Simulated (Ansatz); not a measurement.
Bi:
```xyz
1
Lattice="3.2193 0.0000 0.0000 0.0000 3.2193 0.0000 0.0000 0.0000 3.2193" Properties=species:S:1:pos:R:3 pbc="T T T"
Bi     0.0000     0.0000     0.0000
```

Relaxed with PBEsol. Special points in fractions of this cell's reciprocal vectors: Γ (0.000, 0.000, 0.000); X (0.000, 0.500, 0.000); M (0.500, 0.500, 0.000); R (0.500, 0.500, 0.500).

Problem. List the band energies nearest the Fermi level at these points for PBEsol (plane waves, PAW; program Ansatz).

Solution. In eV from the Fermi level; about four levels below and three above (degenerate sets whole), none deeper than 8.9 eV; … stands for higher levels left out; points with the same levels are listed once.

| k | below | above |
|---|---|---|
| Γ | – | 3.19 3.19 3.19 |
| X | -5.19 | 5.16 5.16 9.67 |
| M | -3.25 -3.25 | 2.59 7.23 … |
| R | -7.38 -1.43 -1.43 -1.43 | … |

Space group Pm-3m (simple cubic). The start of the workflow was typed in or built on a structure type; neither database checked (COD, Materials Project) lists it. It is not the phase usual at ambient conditions (space group No. 166). Symmetry was held in the PBEsol relaxation; whether a distortion lowers the energy is not shown. Spin–orbit coupling is left out wherever it is not named.

Potentials: the earlier of the program's two PAW sets. The files were generated under PBE; for other functionals the program regenerates the frozen cores, and for LDA and PBEsol the local potential too.
